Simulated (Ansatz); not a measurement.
**Ti (P6_3/mmc), two-dimensional strain map**

All numbers below come from DFT PBEsol, scalar-relativistic, plane waves, PAW in Ansatz 0.2.0. Settings: plane waves to 420 eV, k-mesh 18×18×10 (Γ-centred), Gaussian smearing 0.15 eV. No spin polarisation. Energies are free energies at this smearing, counted from the undisturbed cell; pressure is positive in compression.

The starting cell (as given, not relaxed at this level; it stands at -5.9 GPa):

```
Ti
1.0
     2.95000    0.00000    0.00000
    -1.47500    2.55477    0.00000
     0.00000    0.00000    4.68600
Ti
2
Direct
  0.33333 0.66667 0.25000
  0.66667 0.33333 0.75000
```

The cell is strained by p along both x and y and by q along z, fractional coordinates fixed. Points are written (p, q).

p was sampled at -0.080, -0.040, 0.000, 0.040, 0.080 and q at -0.080, -0.040, 0.000, 0.040, 0.080.

Q: Where on the computed points is the energy highest, and how high?

A: At (0.080, 0.080): 414.8 meV/atom.

Q: Away from (0, 0), which computed point is lowest?

A: (0.000, -0.040): -11.5 meV/atom.

The map, in meV/atom:

```csv
p \ q,-0.080,-0.040,0.000,0.040,0.080
-0.080,244.9,146.4,92.1,72.8,81.3
-0.040,70.5,12.3,-5.3,9.8,51.1
0.000,13.1,-11.5,0.0,41.3,106.1
0.040,46.2,51.8,87.8,149.9,232.9
0.080,147.0,179.7,237.5,317.2,414.8
```